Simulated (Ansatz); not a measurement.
Nb3Au (A15, Cr3Si type)

```
Nb3Au
1.0
    5.21613     0.00000     0.00000
    0.00000     5.21613     0.00000
    0.00000     0.00000     5.21613
Nb Au
6 2
Direct
  0.50000   0.25000   0.00000
  0.50000   0.75000   0.00000
  0.25000   0.00000   0.50000
  0.75000   0.00000   0.50000
  0.00000   0.50000   0.25000
  0.00000   0.50000   0.75000
  0.50000   0.50000   0.50000
  0.00000   0.00000   0.00000
```

E(V) scan at fixed shape, V₀ the volume above. Symmetry pins the atoms to their sites.

All values below come from r2SCAN (plane waves to 500 eV, PAW, scalar-relativistic; Ansatz, an electronic-structure program). k mesh 9×9×9 (Γ-centred), Fermi-Dirac smearing 0.05 eV. E stands for the smeared free energy. Stress and pressure are positive under compression. Nb3Au is run without spin polarisation. Nb3Au was relaxed with its symmetry unable to fall. Spin-orbit coupling is left out, though Au is heavy. ΔE is measured from the relaxed starting cell. The last digit holds for this mesh only.

| V (Å³/atom) | ΔE (meV/atom) |
|---|---|
| 14.902 | 371.5 |
| 15.375 | 244.1 |
| 15.848 | 148.1 |
| 16.321 | 79.1 |
| 16.794 | 33.4 |
| 17.267 | 7.9 |
| 17.740 | 0.0 |
| 18.213 | 7.2 |
| 18.686 | 27.6 |
| 19.159 | 59.4 |
| 19.632 | withheld |
| 20.105 | 151.3 |
| 20.579 | 209.0 |

Problem. Fit a third-order Birch-Murnaghan form (E₀, V₀, B₀, B₀′ free) to the given rows and predict ΔE at V = 19.632.

Solution. Least squares on the 12 given rows: ΔE = E₀ + (9V₀B₀/16)·y²·[2 + (B₀′ − 4)y], y = (V₀/V)^(2/3) − 1, with V₀ = 17.740 Å³/atom, B₀ = 192.2 GPa (160.2 GPa = 1 eV/Å³; the term in eV is multiplied by 1000), B₀′ = 4.35, E₀ = 0.02 meV/atom; root-mean-square residual 0.06 meV/atom. At 19.632 the fit gives 101.0 meV/atom; the calculation gives 101.1 meV/atom, so the interpolation is off by -0.1 (-0.1 %). For the pressure the fit gives -15.6 GPa against the computed -15.6 GPa.

(Under strain, the slope of the energy per volume gives the stress and its curvature an elastic modulus.)
